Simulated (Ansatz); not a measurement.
## Straining TePt

Theory: DFT r2SCAN, scalar-relativistic, plane waves, PAW (Ansatz 0.2.0). Run with 500 eV cutoff, 12×12×2 k-mesh, Gaussian smearing of 0.10 eV, no spin polarisation.

Starting point, cell and atoms relaxed:

```
CELL_PARAMETERS angstrom
3.97984 0.00000 0.00000
-1.98992 3.44665 0.00000
0.00000 0.00000 20.64741
ATOMIC_POSITIONS crystal
Te 0.66667 0.33333 0.92901
Te 0.66667 0.33333 0.73766
Te 0.33333 0.66667 0.26234
Te 0.33333 0.66667 0.07099
Te 0.00000 0.00000 0.59568
Te 0.00000 0.00000 0.40432
Pt 0.00000 0.00000 0.86928
Pt 0.33333 0.66667 0.79739
Pt 0.66667 0.33333 0.20261
Pt 0.00000 0.00000 0.13072
Pt 0.33333 0.66667 0.53594
Pt 0.66667 0.33333 0.46406
```

Deformation: biaxial strain in the a-b plane, with the length and tilt of c and the atoms relaxed, all within the symmetry that the strain leaves. Energies are extrapolated to zero smearing.

Spin–orbit coupling is left out, which can shift energies with elements as heavy as these.

```
strain (%)  ΔE (meV/atom) a (Å) b (Å) c (Å)
      -2.0            9.0  3.900  3.900  21.269
      -1.0            2.3  3.940  3.940  20.957
      +0.0            0.0  3.980  3.980  20.647
      +1.0            2.4  4.020  4.020  20.397
      +2.0            9.7  4.059  4.059  20.155
```

(1) What stiffness (1/V) d²E/dε² at zero strain does a cubic fit over all points give?

(2) How does the free axis c answer a small strain?

Results:

(1) A cubic fit gives (1/V) d²E/dε² = 317 GPa at zero strain (twice the biaxial modulus).

(2) Between the innermost points its strain is -1.36 times the applied one.

Cost: 5 runs of about 22 core-minutes in all, on AMD EPYC 9R45 (Zen 5) (shared hosts).